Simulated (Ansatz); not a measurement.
BaTiO3:
```xyz
5
Lattice="0.0000 2.8559 -2.8773 0.0000 2.8559 2.8773 3.9401 0.0000 0.0000" Properties=species:S:1:pos:R:3 pbc="T T T"
Ba     0.0000     2.8559    -2.8392
Ti     1.9701     2.8559     0.1328
O      1.9701     4.2359     1.3365
O      1.9701     1.4758     1.3365
O      0.0000     2.8559    -0.0823
```

Relaxed with HSE06.

**Question.** Give the Bader charges and basin volumes of the independent atoms, HSE06 in the plane-wave PAW code Ansatz.

**Answer.** 

| atom | Bader charge (e) | Bader volume (Å³) |
|---|---|---|
| Ba1 | +1.59 | 20.4 |
| Ti2 | +2.36 | 7.0 |
| O3 | -1.31 | 12.4 |
| O5 | -1.34 | 12.5 |

Space group Amm2. This is a known low-temperature phase of the composition, computed here at zero pressure and temperature. The HSE06 relaxation kept the symmetry of its start; its stability against distortions is not shown here. The run is not spin-polarised. Scalar-relativistic: spin–orbit coupling is off unless named, which matters more the heavier the elements.

Potentials: the earlier of the program's two PAW sets. The files were generated under PBE; for other functionals the program regenerates the frozen cores, and for LDA and PBEsol the local potential too.
